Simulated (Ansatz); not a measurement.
Ansatz (an electronic-structure program) input:

Ansatz 0.2 input:
```yaml
crystal:
  lattice:
    - [0.0, 2.740872654, 2.740872654]
    - [2.740872654, 0.0, 2.740872654]
    - [2.740872654, 2.740872654, 0.0]
  atoms:
    - { symbol: Cd, position: [0.0, 0.0, 0.0] }
    - { symbol: F, position: [0.25, 0.25, 0.25] }
    - { symbol: F, position: [0.75, 0.75, 0.75] }
kpoints:
  mp_grid: { grid: [7, 7, 7] }
  band_path:
    path:
      - [[0.0, 0.0, 0.0], [0.5, 0.0, 0.5], [0.625, 0.25, 0.625]]  # Γ-X-U
      - [[0.375, 0.375, 0.75], [0.0, 0.0, 0.0], [0.5, 0.5, 0.5], [0.5, 0.25, 0.75], [0.5, 0.0, 0.5]]  # K-Γ-L-W-X
      - [VBM, CBM]
    npoints: 12
basis: { xc_grid: 2 }
hamiltonian:
  xc: pbe
  pseudopotentials: { azcp: { folder: ./paw }, kind: paw_fr }
magnetization: { noncollinear: true, spin_orbit: true }
scf:
  n_extra_bands: 12
  convergence: { dr2_threshold: 0.0000000001 }
  occupations: { method: gaussian, width: 0.01 }
checkpoint: { write: soc.run }
output: { eigenvalues: true }
```

Output (shortened):

```
Pseudopotentials: kind: paw_fr
Pseudopotential: Cd, paw, valence charge 20
Pseudopotential: F, paw, valence charge 7
Functional definition: PBE
non-collinear run that drives no moment, with spin-orbit …
Crystal: 3 atoms, lattice volume = 41.181 Å³
Basis set: ecut = 420 eV, 821 PW (Γ), exchange–correlation on 54×54×54 points (8 copies of the dense FFT grid, shifted against one another)
Bands: 46, of which v1, the nominal top of the filled ones, is band 34 counted from 1 (33 counted from 0)
Symmetry: 48 space group operations + 48 with time reversal
k-points: 20 of 343
Projection manifold: j_resolved (fully-relativistic pseudo-atomic orbitals)
Initial density: superposition of atomic densities (chi_scale 0.1, normalization cell, long waves kept (reshape's long-wave potential 0.01 eV rms))
Initial wavefunctions: pseudopotential atomic-orbital guess
Eigensolver: davidson
Functional: x = pbe(κ = 0.804, μ = 0.2195149727645171), c = pbe(β = 0.06672455060314922)
SCF iter   1: F=—  HF=-9880.227144 eV  |F-HF|=—  |Δ(HF+E_count)|=         —  Δρ=2.13e-1  dr2=1.63e1  dr2_m=0.00e0 (ungated)  ethr=3.10e-3  |M|=0.00e0 ∫|m|=0.00e0 μB  |m|>n=0.0e0 m-floor=0.0e0 τ_xc=0.0e0  β_m=0.30  ⟨swp⟩=7.4  Hψ=2235  notcnv=0  defer=32
all-band conjugate gradients solve this SCF's bands
preconditioner: auto → none
SCF iter   2: F=—  HF=-9875.168276 eV  |F-HF|=—  |Δ(HF+E_count)|=    5.06e0  Δρ=5.20e-2  dr2=8.95e-1  dr2_m=0.00e0 (ungated)  ethr=3.10e-3  |M|=0.00e0 ∫|m|=0.00e0 μB  |m|>n=0.0e0 m-floor=0.0e0 τ_xc=0.0e0  β_m=0.31  ⟨swp⟩=3.1  Hψ=1011  notcnv=0  defer=118
SCF iter   3: F=—  HF=-9874.935720 eV  |F-HF|=—  |Δ(HF+E_count)|=   2.33e-1  Δρ=2.52e-2  dr2=1.59e-1  dr2_m=0.00e0 (ungated)  ethr=2.63e-3  |M|=0.00e0 ∫|m|=0.00e0 μB  |m|>n=0.0e0 m-floor=0.0e0 τ_xc=0.0e0  β_m=0.42  ⟨swp⟩=2.0  Hψ=780  notcnv=0  defer=118
SCF iter   4: F=—  HF=-9874.925483 eV  |F-HF|=—  |Δ(HF+E_count)|=   1.02e-2  Δρ=9.32e-3  dr2=1.13e-2  dr2_m=0.00e0 (ungated)  ethr=4.69e-4  |M|=0.00e0 ∫|m|=0.00e0 μB  |m|>n=0.0e0 m-floor=0.0e0 τ_xc=0.0e0  β_m=0.57  ⟨swp⟩=2.2  Hψ=713  notcnv=0  defer=118
SCF iter   5: F=—  HF=-9874.931899 eV  |F-HF|=—  |Δ(HF+E_count)|=   6.42e-3  Δρ=8.64e-4  dr2=1.98e-4  dr2_m=0.00e0 (ungated)  ethr=3.32e-5  |M|=0.00e0 ∫|m|=0.00e0 μB  |m|>n=0.0e0 m-floor=0.0e0 τ_xc=0.0e0  β_m=0.78  ⟨swp⟩=2.0  Hψ=891  notcnv=0  defer=118
SCF iter   6: F=—  HF=-9874.932073 eV  |F-HF|=—  |Δ(HF+E_count)|=   1.74e-4  Δρ=2.45e-4  dr2=1.83e-5  dr2_m=0.00e0 (ungated)  ethr=5.83e-7  |M|=0.00e0 ∫|m|=0.00e0 μB  |m|>n=0.0e0 m-floor=0.0e0 τ_xc=0.0e0  β_m=0.72  ⟨swp⟩=2.0  Hψ=802  notcnv=0  defer=118
SCF iter   7: F=—  HF=-9874.932066 eV  |F-HF|=—  |Δ(HF+E_count)|=   6.48e-6  Δρ=3.56e-5  dr2=3.60e-7  dr2_m=0.00e0 (ungated)  ethr=5.38e-8  |M|=0.00e0 ∫|m|=0.00e0 μB  |m|>n=0.0e0 m-floor=0.0e0 τ_xc=0.0e0  β_m=0.86  ⟨swp⟩=2.6  Hψ=766  notcnv=0  defer=118
SCF iter   8: F=—  HF=-9874.932066 eV  |F-HF|=—  |Δ(HF+E_count)|=   3.47e-7  Δρ=1.23e-6  dr2=6.69e-10  dr2_m=0.00e0 (ungated)  ethr=1.06e-9  |M|=0.00e0 ∫|m|=0.00e0 μB  |m|>n=0.0e0 m-floor=0.0e0 τ_xc=0.0e0  β_m=0.88  ⟨swp⟩=2.4  Hψ=691  notcnv=0  defer=118
SCF iter   9: F=-9874.932066 eV  HF=-9874.932066 eV  |F-HF|=3.64e-12  |Δ(HF+E_count)|=  2.02e-10  Δρ=1.29e-7  dr2=4.37e-12  dr2_m=0.00e0 (ungated)  ethr=1.00e-12  |M|=0.00e0 ∫|m|=0.00e0 μB  |m|>n=0.0e0 m-floor=0.0e0 τ_xc=0.0e0  ⟨swp⟩=10.4  Hψ=1861  notcnv=0
SCF 1 converged in 9 iterations: F = -9874.932066 eV  dr2 = 4.37e-12
NSCF: frozen V_eff on 16 k-points
NSCF: frozen V_eff on 16 k-points
NSCF: frozen V_eff on 16 k-points
NSCF: frozen V_eff on 6 k-points
NSCF: frozen V_eff on 2 k-points
NSCF: frozen V_eff on 5 k-points
NSCF: frozen V_eff on 5 k-points
NSCF: frozen V_eff on 5 k-points
NSCF: frozen V_eff on 5 k-points
NSCF: frozen V_eff on 87 k-points
SCF converged after 9 iterations
Magnetization: |M| = 0.0000 μB,  M = (+0.0000, +0.0000, +0.0000) μB
Absolute magnetization: 0.0000 μB (∫|m|)
  site 0: m = (+0.0000, +0.0000, +0.0000) μB, |m| = 0.0000 μB  (R = 0.98 Å)
  site 1: m = (+0.0000, +0.0000, +0.0000) μB, |m| = 0.0000 μB  (R = 0.98 Å)
  site 2: m = (+0.0000, +0.0000, +0.0000) μB, |m| = 0.0000 μB  (R = 0.98 Å)
Free energy (F): -9874.932066 eV
Harris-Foulkes:  -9874.932066 eV  (|F-HF|=3.64e-12)
Internal energy: -9874.932066 eV  (E = F + TS)
E sigma→0 (E₀):  -9874.932066 eV
Fermi energy:    7.099451 eV
--- Per-component energies (eV) ---
  E_band       = -506.619237
  E_kinetic    = 833.409753
  E_local      = -4369.881988  (includes V_loc(G=0)·N_el)
  E_nonlocal   = 298.524008
  E_hartree    = 1915.033106
  E_xc         = -308.794090
  E_vxc        = -391.201856  (∫ρ·V_xc dr)
  E_paw        = -4514.248274  (= ΣΔE_a)
  E_vpaw       = -707.537189  (= ΣTr[D̂ρ^β])
  E_aug_tail   = 0.001938  (compensation charges beyond the density's cutoff)
  E_ewald      = -3728.976520
  E_smearing   =  0.000000  (= −TS)
  E_closure    = 0.000000  (closes the sum)
  Σ components = -9874.932066   (vs F -9874.932066, Δ=0.00e0)
  [band-id]    e_kinetic+e_local+e_nonlocal+2·e_hartree+e_vxc+e_vpaw+e_augmentation_tail = -506.619123   (vs E_band -506.619237, Δ=1.14e-4)
--- Band table (eV; the first three rows and the last of 20) ---
  k-point 0: bands = ["-92.8075", "-92.8075", "-57.9420", "-57.9420", "-52.1371", "-52.1371", "-52.1371", "-52.1371", "-14.8564", "-14.8564", "-13.8928", "-13.8928", "0.0292", "0.0292", "0.0292", "0.0292", "0.3792", "0.3792", "1.2521", "1.2521", "1.2521", "1.2521", "4.7608", "4.7608", "4.8417", "4.8417", "4.8417", "4.8417", "5.0903", "5.0903", "5.0903", "5.0903", "5.1827", "5.1827", "8.5829", "8.5829", "17.7174", "17.7174", "18.3005", "18.3005", "18.3005", "18.3005", "22.8521", "22.8521", "25.2009", "25.2009"]
  k-point 1: bands = ["-92.8075", "-92.8075", "-57.9421", "-57.9421", "-52.1374", "-52.1374", "-52.1371", "-52.1371", "-14.8001", "-14.8001", "-13.9419", "-13.9419", "0.0750", "0.0750", "0.1663", "0.1663", "0.4938", "0.4938", "1.2324", "1.2324", "1.2589", "1.2589", "4.2437", "4.2437", "4.6431", "4.6431", "4.6938", "4.6938", "4.9979", "4.9979", "5.1248", "5.1248", "5.1971", "5.1971", "9.2925", "9.2925", "17.1880", "17.1880", "18.2270", "18.2270", "18.5743", "18.5743", "24.0231", "24.0231", "24.6671", "24.6671"]
  k-point 2: bands = ["-92.8075", "-92.8075", "-57.9423", "-57.9423", "-52.1380", "-52.1380", "-52.1373", "-52.1373", "-14.6512", "-14.6512", "-14.0722", "-14.0722", "0.1627", "0.1627", "0.4494", "0.4494", "0.7642", "0.7642", "1.2807", "1.2807", "1.3138", "1.3138", "3.4979", "3.4979", "4.3099", "4.3099", "4.3712", "4.3712", "4.4140", "4.4140", "5.1700", "5.1700", "5.2532", "5.2532", "10.7830", "10.7830", "15.9222", "15.9222", "18.8216", "18.8216", "19.2409", "19.2409", "23.9278", "23.9278", "23.9489", "23.9489"]
  k-point 19: bands = ["-92.8074", "-92.8074", "-57.9427", "-57.9427", "-52.1386", "-52.1386", "-52.1380", "-52.1380", "-14.3467", "-14.3467", "-14.3224", "-14.3224", "0.4715", "0.4715", "0.7497", "0.7497", "1.0347", "1.0347", "1.3152", "1.3152", "1.4167", "1.4167", "2.4038", "2.4038", "3.2789", "3.2789", "3.9677", "3.9677", "4.4787", "4.4787", "5.2032", "5.2032", "5.6158", "5.6158", "13.2398", "13.2398", "16.4502", "16.4502", "16.6900", "16.6900", "18.2278", "18.2278", "21.1618", "21.1618", "24.6184", "24.6184"]
  band table: 46 of 46 bands, residual norms ≤ 1.0e-3 eV
```

Cost: around 50 core-seconds (rough) on shared cores.

Space group Fm-3m (fluorite). The cell was relaxed with PBE under the symmetry of its start.

Potentials: the earlier of the program's two PAW sets.

Ansatz is a plane-wave DFT program.
